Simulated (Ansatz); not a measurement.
SiRh2, in the lowest among the structures calculated here: Pnma (No. 62), oP12; a = 5.364 Å, b = 3.922 Å, c = 7.391 Å, α = β = γ = 90.00°; Si 4c (0.217, 0.750, 0.395); Rh 4c (0.474, 0.250, 0.200); Rh 4c (0.162, 0.750, 0.070). Level of theory: PBEsol (plane waves to 420 eV, PAW, scalar-relativistic; Ansatz, a quantum-chemistry and plane-wave program). Element references, the lowest calculated here: Rh (Fm-3m), Si (Fd-3m).

Q: Give the formation energy of this Pnma form of SiRh2 from the elements at the level PBEsol.

A: -0.77 eV/atom.

Q: Is it stable against the other phases calculated?

A: Yes: the most favourable decomposition, SiRh2 → Rh + SiRh (Rh Fm-3m, SiRh P2₁/c), costs 0.18 eV/atom.

Q: Over what range of chemical potentials is SiRh2 stable among the phases calculated here? Give the corners of its window as Δμ = μ − μ(element).

A: 
```tsv
in equilibrium with	Δμ(Rh) (eV)	Δμ(Si) (eV)
Rh	0.00	-2.32
SiRh	-0.54	-1.24
```

At every corner Σ nΔμ equals the formation energy, about -2.3 eV per formula unit; the corners carry the error of several atoms' energies, a few 0.01 eV.

This is the hull of the energies calculated here, no anion corrections; phases that were not calculated are missing from it. Values are rounded to 0.01 eV/atom. The compounds carry no spin polarisation.
